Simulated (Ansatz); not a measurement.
ZnS:
Space group P6₃mc (No. 186); a = b = 3.782 Å, c = 6.208 Å, α = β = 90.00°, γ = 120.00°

```tsv
atom	site	symmetry	x	y	z
Zn	2b	3m.	0.3333	0.6667	0.0004
S	2b	3m.	0.3333	0.6667	0.3746
```

Relaxed with PBEsol.

**Question.** Which orbitals make up the states near the band edges in PBEsol in the plane-wave PAW code Ansatz?

**Answer.** Top 1 eV of the valence band: S 3p 89 %, Zn 3d 7 %. Bottom 1 eV of the conduction band: Zn 4s 55 %, S 3s 27 %, S 3p 14 %. Projections are on Löwdin-orthogonalised atomic valence shells; empty p or d shells of many metals are not among them.

**Question.** Tabulate the density of states.

**Answer.** States/eV per cell of 4 atoms, in 0.25 eV bins, energy from the valence-band maximum.

| E (eV) | total | Zn 3d | S 3p | Zn 4s |
|---|---|---|---|---|
| -7.85 | 0.00 | 0.00 | 0.00 | 0.00 |
| -7.60 | 0.00 | 0.00 | 0.00 | 0.00 |
| -7.35 | 0.00 | 0.00 | 0.00 | 0.00 |
| -7.10 | 0.00 | 0.00 | 0.00 | 0.00 |
| -6.85 | 0.00 | 0.00 | 0.00 | 0.00 |
| -6.60 | 5.58 | 4.63 | 0.77 | 0.17 |
| -6.35 | 29.88 | 26.72 | 2.77 | 0.34 |
| -6.10 | 21.26 | 20.04 | 0.97 | 0.19 |
| -5.85 | 19.29 | 18.76 | 0.20 | 0.16 |
| -5.60 | 3.99 | 3.59 | 0.11 | 0.08 |
| -5.35 | 0.09 | 0.01 | 0.06 | 0.02 |
| -5.10 | 1.26 | 0.28 | 0.68 | 0.26 |
| -4.85 | 3.90 | 0.71 | 2.15 | 0.92 |
| -4.60 | 2.09 | 0.45 | 1.11 | 0.40 |
| -4.35 | 1.98 | 0.41 | 1.06 | 0.33 |
| -4.10 | 1.59 | 0.32 | 0.88 | 0.23 |
| -3.85 | 1.31 | 0.23 | 0.79 | 0.15 |
| -3.60 | 1.31 | 0.19 | 0.89 | 0.11 |
| -3.35 | 1.90 | 0.20 | 1.46 | 0.11 |
| -3.10 | 1.71 | 0.18 | 1.32 | 0.09 |
| -2.85 | 2.12 | 0.20 | 1.69 | 0.09 |
| -2.60 | 2.59 | 0.22 | 2.12 | 0.09 |
| -2.35 | 2.75 | 0.21 | 2.32 | 0.07 |
| -2.10 | 3.04 | 0.23 | 2.60 | 0.06 |
| -1.85 | 3.39 | 0.24 | 2.92 | 0.05 |
| -1.60 | 3.80 | 0.27 | 3.31 | 0.04 |
| -1.35 | 4.81 | 0.33 | 4.25 | 0.03 |
| -1.10 | 3.25 | 0.23 | 2.88 | 0.02 |
| -0.85 | 2.31 | 0.17 | 2.05 | 0.01 |
| -0.60 | 1.52 | 0.11 | 1.35 | 0.00 |
| -0.35 | 0.96 | 0.07 | 0.86 | 0.00 |
| -0.10 | 0.32 | 0.02 | 0.29 | 0.00 |
| 0.15 | 0.00 | 0.00 | 0.00 | 0.00 |
| 0.40 | 0.00 | 0.00 | 0.00 | 0.00 |
| 0.65 | 0.00 | 0.00 | 0.00 | 0.00 |
| 0.90 | 0.00 | 0.00 | 0.00 | 0.00 |
| 1.15 | 0.00 | 0.00 | 0.00 | 0.00 |
| 1.40 | 0.00 | 0.00 | 0.00 | 0.00 |
| 1.65 | 0.00 | 0.00 | 0.00 | 0.00 |
| 1.90 | 0.00 | 0.00 | 0.00 | 0.00 |
| 2.15 | 0.00 | 0.00 | 0.00 | 0.00 |
| 2.40 | 0.01 | 0.00 | 0.00 | 0.01 |
| 2.65 | 0.04 | 0.00 | 0.01 | 0.02 |
| 2.90 | 0.07 | 0.00 | 0.01 | 0.04 |
| 3.15 | 0.16 | 0.00 | 0.03 | 0.08 |
| 3.40 | 0.92 | 0.00 | 0.12 | 0.35 |
| 3.65 | 1.96 | 0.01 | 0.27 | 0.68 |
| 3.90 | 2.70 | 0.01 | 0.40 | 0.95 |
| 4.15 | 3.45 | 0.01 | 0.54 | 1.20 |
| 4.40 | 3.16 | 0.01 | 0.50 | 1.00 |
| 4.65 | 1.81 | 0.01 | 0.33 | 0.60 |
| 4.90 | 1.25 | 0.00 | 0.24 | 0.40 |
| 5.15 | 1.01 | 0.00 | 0.14 | 0.24 |
| 5.40 | 3.24 | 0.01 | 0.35 | 0.53 |
| 5.65 | 4.08 | 0.01 | 0.41 | 0.61 |
| 5.90 | 2.56 | 0.01 | 0.25 | 0.40 |
| 6.15 | 2.72 | 0.01 | 0.25 | 0.37 |
| 6.40 | 1.85 | 0.00 | 0.09 | 0.11 |
| 6.65 | 1.81 | 0.00 | 0.08 | 0.09 |
| 6.90 | 4.10 | 0.01 | 0.17 | 0.21 |

Space group P6_3mc (wurtzite). The cell was relaxed with PBEsol under the symmetry of its start.

Potentials: the earlier of the program's two PAW sets. The files were generated under PBE; for other functionals the program regenerates the frozen cores, and for LDA and PBEsol the local potential too.
